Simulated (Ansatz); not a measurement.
RbBr:
```
CELL_PARAMETERS angstrom
      0.00000     3.46297     3.46297
      3.46297     0.00000     3.46297
      3.46297     3.46297     0.00000
ATOMIC_POSITIONS crystal
  Rb 0.00000 0.00000 0.00000
  Br 0.50000 0.50000 0.50000
```

Relaxed with r²SCAN. Special points in fractions of this cell's reciprocal vectors: Γ (0.000, 0.000, 0.000); X (0.500, 0.000, 0.500); U (0.625, 0.250, 0.625); K (0.375, 0.375, 0.750); L (0.500, 0.500, 0.500); W (0.500, 0.250, 0.750).

Q: List the band energies nearest the valence-band maximum at these points for DFT-r²SCAN in the program Ansatz with PAW potentials.

A: In eV from the valence-band maximum; about four levels below and three above (degenerate sets whole), none deeper than 8.9 eV; points with the same levels are listed once.

```csv
k,below,above
Γ,-8.77 -8.77 -8.77 0.00 0.00 0.00,4.89 7.87 7.87 7.87
X,-8.83 -8.83 -0.47 -0.16 -0.16,6.10 7.83 9.56
U,-8.79 -0.46 -0.41 -0.25,6.81 8.58 8.81
L,-8.72 -0.92 -0.32 -0.32,7.21 8.17 10.13 10.13
W,-8.75 -0.45 -0.34 -0.34,7.54 7.54 9.01
```

Space group Fm-3m (rock salt). The r²SCAN relaxation kept the symmetry of its start; phonons on a q-mesh show no instability. Spin–orbit coupling is left out wherever it is not named.

Potentials: the later of the program's two PAW sets.
